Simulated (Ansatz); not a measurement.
SrN2:
```cif
data_N4Sr2
_chemical_formula_sum 'Sr2 N4'
_space_group_name_H-M_alt 'I4/mmm'
_space_group_IT_number 139
_space_group_name_Hall '-I 4 2'
_cell_length_a 3.76876
_cell_length_b 3.76876
_cell_length_c 6.21508
_cell_angle_alpha 90.000
_cell_angle_beta 90.000
_cell_angle_gamma 90.000
loop_
_atom_site_label
_atom_site_type_symbol
_atom_site_symmetry_multiplicity
_atom_site_Wyckoff_symbol
_atom_site_fract_x
_atom_site_fract_y
_atom_site_fract_z
_atom_site_occupancy
Sr1 Sr 2 a 0.00000 0.00000 0.00000 1
N1 N 4 e 0.00000 0.00000 0.39988 1
```
(The calculation used a cell of 3 atoms; values per cell refer to that cell.)

This is the PBEsol-relaxed structure.

**Question.** All from DFT-PBEsol in the program Ansatz with PAW potentials, unless another level is named. Give the highest zone-centre frequency.

**Answer.** 1557 cm^-1.

**Question.** Predict the bulk modulus (Birch–Murnaghan fit).

**Answer.** 75.1 GPa.

The workflow started from a Materials Project entry (that database holds measured and hypothetical structures alike); the Crystallography Open Database copy checked does not list it. Whether it is the stable phase at ambient conditions was not checked. Symmetry was held in the PBEsol relaxation; its stability against distortions is not shown here. As this level gives no gap, phonon frequencies hold no LO–TO term and depend on the k-mesh and smearing (Fermi–Dirac, 0.1 eV here).

Potentials: the later of the program's two PAW sets.
